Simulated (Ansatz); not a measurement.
ZnO (wurtzite)

```yaml
crystal:
  lattice:
    - [3.23524, 0.00000, 0.00000]
    - [-1.61762, 2.80180, 0.00000]
    - [0.00000, 0.00000, 5.21128]
  atoms:
    - { symbol: Zn, position: [0.66667, 0.33333, 0.00243] }
    - { symbol: Zn, position: [0.33333, 0.66667, 0.50243] }
    - { symbol: O, position: [0.66667, 0.33333, 0.62277] }
    - { symbol: O, position: [0.33333, 0.66667, 0.12277] }
```

Equation-of-state scan: isotropic scaling of the cell above, V₀ being its volume. The atoms relax within the cell's symmetry.

Calculation: r2SCAN (plane waves to 500 eV, PAW, scalar-relativistic; Ansatz, an electronic-structure program). k mesh 12×12×7 (Γ-centred), Fermi-Dirac smearing 0.05 eV. Compression counts positive. The PAW data are Ansatz's earlier set. ZnO was relaxed with its symmetry unable to fall.

At one point of the scan the stress tensor (GPa) is:

```
   29.4      0.0      0.0
    0.0     29.4      0.0
    0.0      0.0     29.1
```

**Question.** Which point is it?
A. V/V₀ = 0.973
B. V/V₀ = 0.867
C. V/V₀ = 0.893
D. V/V₀ = 0.947

**Answer.** B, V/V₀ = 0.867

(A scan under strain: stresses follow from slopes of the energy per volume, elastic moduli from its curvatures.)
